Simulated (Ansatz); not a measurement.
Input, command and steps of an Ansatz relaxation.

```yaml
crystal:
  lattice:
    - [5.2821, 0.0, 0.0]
    - [0.0, 5.2821, 0.0]
    - [0.0, 0.0, 5.2821]
  atoms:
    - { symbol: Nb, position: [0.25, 0.0, 0.5] }
    - { symbol: Nb, position: [0.5, 0.75, 0.0] }
    - { symbol: Nb, position: [0.75, 0.0, 0.5] }
    - { symbol: Nb, position: [0.5, 0.25, 0.0] }
    - { symbol: Nb, position: [0.0, 0.5, 0.75] }
    - { symbol: Nb, position: [0.0, 0.5, 0.25] }
    - { symbol: Sn, position: [0.0, 0.0, 0.0] }
    - { symbol: Sn, position: [0.5, 0.5, 0.5] }
basis:
  ecutwfc: 420
kpoints:
  mp_grid: { grid: [8, 8, 8] }
hamiltonian:
  xc: pbesol
scf:
  occupations: { method: gaussian, width: 0.1 }
output:
  forces: true
  stress: true
  eigenvalues: true
relax:
  adjacent_minimum: "off"
  f_tol: 0.005
  max_steps: 80
  cell: { stress_tol: 0.05 }
```

```bash
ansatz run input.yaml --threads 2 --pin off --max-ram 5120MiB --backend cpu --events-out ev --progress --plain --runs-dir out
```

Method: Ansatz, DFT PBEsol, scalar-relativistic, plane waves, PAW.

Of 5 frames 4 are shown, positions in Å and forces in eV/Å; the SCF threshold varies from step to step. Steps run on the plane waves of an earlier cell, with a Pulay correction in the pressure. The basis is chosen afresh for the last frame, the zero of the energies, and at times for earlier ones too; energy and pressure step there, also at an unchanged geometry. The mark taken_back stands on steps that the optimiser undid.

```xyz
8
Lattice="5.2821 0.0000 0.0000 0.0000 5.2821 0.0000 0.0000 0.0000 5.2821" Properties=species:S:1:pos:R:3:forces:R:3 pbc="T T T" step=1 free_energy_over_end_meV_per_atom=1.77 pressure_GPa=-2.29
Nb    1.3205    0.0000    2.6410    0.0000    0.0000    0.0000
Nb    2.6410    3.9616    0.0000    0.0000    0.0000    0.0000
Nb    3.9616    0.0000    2.6410    0.0000    0.0000    0.0000
Nb    2.6410    1.3205    0.0000    0.0000    0.0000    0.0000
Nb    0.0000    2.6410    3.9616    0.0000    0.0000    0.0000
Nb    0.0000    2.6410    1.3205    0.0000    0.0000    0.0000
Sn    0.0000    0.0000    0.0000    0.0000    0.0000    0.0000
Sn    2.6410    2.6410    2.6410    0.0000    0.0000    0.0000
8
Lattice="5.1881 0.0000 0.0000 0.0000 5.1881 0.0000 0.0000 0.0000 5.1881" Properties=species:S:1:pos:R:3:forces:R:3 pbc="T T T" step=2 free_energy_over_end_meV_per_atom=16.60 pressure_GPa=7.76 taken_back
Nb    1.2970    0.0000    2.5941    0.0000    0.0000    0.0000
Nb    2.5941    3.8911    0.0000    0.0000    0.0000    0.0000
Nb    3.8911    0.0000    2.5941    0.0000    0.0000    0.0000
Nb    2.5941    1.2970    0.0000    0.0000    0.0000    0.0000
Nb    0.0000    2.5941    3.8911    0.0000    0.0000    0.0000
Nb    0.0000    2.5941    1.2970    0.0000    0.0000    0.0000
Sn    0.0000    0.0000    0.0000    0.0000    0.0000    0.0000
Sn    2.5941    2.5941    2.5941    0.0000    0.0000    0.0000
8
Lattice="5.2601 0.0000 0.0000 0.0000 5.2601 0.0000 0.0000 0.0000 5.2601" Properties=species:S:1:pos:R:3:forces:R:3 pbc="T T T" step=3 free_energy_over_end_meV_per_atom=-0.05 pressure_GPa=-0.15
Nb    1.3150    0.0000    2.6300    0.0000    0.0000    0.0000
Nb    2.6300    3.9451    0.0000    0.0000    0.0000    0.0000
Nb    3.9451    0.0000    2.6300    0.0000    0.0000    0.0000
Nb    2.6300    1.3150    0.0000    0.0000    0.0000    0.0000
Nb    0.0000    2.6300    3.9451    0.0000    0.0000    0.0000
Nb    0.0000    2.6300    1.3150    0.0000    0.0000    0.0000
Sn    0.0000    0.0000    0.0000    0.0000    0.0000    0.0000
Sn    2.6300    2.6300    2.6300    0.0000    0.0000    0.0000
8
Lattice="5.2586 0.0000 0.0000 0.0000 5.2586 0.0000 0.0000 0.0000 5.2586" Properties=species:S:1:pos:R:3:forces:R:3 pbc="T T T" step=5 free_energy_over_end_meV_per_atom=0.00 pressure_GPa=0.00
Nb    1.3146    0.0000    2.6293    0.0000    0.0000    0.0000
Nb    2.6293    3.9439    0.0000    0.0000    0.0000    0.0000
Nb    3.9439    0.0000    2.6293    0.0000    0.0000    0.0000
Nb    2.6293    1.3146    0.0000    0.0000    0.0000    0.0000
Nb    0.0000    2.6293    3.9439    0.0000    0.0000    0.0000
Nb    0.0000    2.6293    1.3146    0.0000    0.0000    0.0000
Sn    0.0000    0.0000    0.0000    0.0000    0.0000    0.0000
Sn    2.6293    2.6293    2.6293    0.0000    0.0000    0.0000
```

Time: 62 s on 2 threads of Arm Neoverse V1, on a shared host, peak memory 0.59 GiB.